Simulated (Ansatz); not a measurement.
BaTiO$_{3}$:
```xyz
5
Lattice="3.9702 0.0000 0.0000 0.0000 3.9702 0.0000 0.0000 0.0000 3.9702" Properties=species:S:1:pos:R:3 pbc="T T T"
Ba     1.9851     1.9851     1.9851
Ti     0.0000     0.0000     0.0000
O      1.9851     0.0000     0.0000
O      0.0000     1.9851     0.0000
O      0.0000     0.0000     1.9851
```

Relaxed with PBEsol. Special points in fractions of this cell's reciprocal vectors: Γ (0.000, 0.000, 0.000); X (0.000, 0.500, 0.000); M (0.500, 0.500, 0.000); R (0.500, 0.500, 0.500).

List the band energies nearest the valence-band maximum at these points for PBEsol (plane waves, PAW; program Ansatz).

In eV from the valence-band maximum; about four levels below and three above (degenerate sets whole), none deeper than 8.9 eV; points with the same levels are listed once.

| k | below | above |
|---|---|---|
| Γ | -1.17 -1.17 -1.17 -0.07 -0.07 -0.07 | 1.82 1.82 1.82 |
| X | -1.86 -1.86 -0.67 -0.67 | 1.96 3.66 3.66 |
| M | -1.70 -0.82 -0.82 -0.05 | 3.68 3.68 4.11 |
| R | -2.33 -2.33 -2.33 0.00 0.00 0.00 | 4.38 4.38 4.38 |

Space group Pm-3m (cubic perovskite). This is a known high-temperature phase of the composition, computed here at zero pressure and temperature. The PBEsol relaxation kept the symmetry of its start; whether a distortion lowers the energy is not shown. No spin polarisation was allowed. Spin–orbit coupling is left out wherever it is not named.

Potentials: the earlier of the program's two PAW sets. The files were generated under PBE; for other functionals the program regenerates the frozen cores, and for LDA and PBEsol the local potential too.
